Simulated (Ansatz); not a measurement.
ZnCdO$_{2}$:
```yaml
crystal:
  lattice:
    - [3.36960, 0.00000, 0.00000]
    - [-1.68480, 2.91816, 0.00000]
    - [0.00000, 0.00000, 5.61423]
  atoms:
    - { symbol: Zn, position: [0.00000, 0.00000, 0.99686] }
    - { symbol: Cd, position: [0.66667, 0.33333, 0.48844] }
    - { symbol: O, position: [0.66667, 0.33333, 0.09858] }
    - { symbol: O, position: [0.00000, 0.00000, 0.65213] }
```

Relaxed with PBEsol. Special points in fractions of this cell's reciprocal vectors: Γ (0.000, 0.000, 0.000); M (0.500, 0.000, 0.000); K (0.333, 0.333, 0.000); A (0.000, 0.000, 0.500); L (0.500, 0.000, 0.500); H (0.333, 0.333, 0.500).

Task: List the band energies nearest the Fermi level at these points for the program Ansatz at the PBEsol level (PAW).

Result: In eV from the Fermi level; about four levels below and three above (degenerate sets whole), none deeper than 8.9 eV; … stands for higher levels left out; points with the same levels are listed once.

```json
[
 {"k": "Γ", "below": "-0.25 -0.05 -0.03 -0.03", "above": "4.58 7.01 …"},
 {"k": "M", "below": "-2.70 -2.15 -1.34 -0.65", "above": "4.74 5.74 7.01"},
 {"k": "K", "below": "-3.21 -1.91 -1.79 -1.43", "above": "6.46 6.47 6.68"},
 {"k": "A", "below": "-0.61 -0.61 -0.29 -0.29", "above": "2.22 2.93 8.51"},
 {"k": "L", "below": "-1.69 -1.55 -1.32 -1.05", "above": "4.71 4.92 7.27"},
 {"k": "H", "below": "-2.86 -2.09 -1.32 -1.23", "above": "6.55 6.63 6.68"}
]
```

Space group P3m1. The first step of the workflow began from a Materials Project structure, measured or hypothetical; the Crystallography Open Database copy checked does not list it. Its standing as an ambient phase is unchecked. The PBEsol relaxation kept the symmetry of its start; of distortions, only those at the zone centre were tested. The Fermi level of a semimetal is unsure by some 0.05 eV on such meshes. Spin–orbit coupling is left out wherever it is not named.

Potentials: the later of the program's two PAW sets.
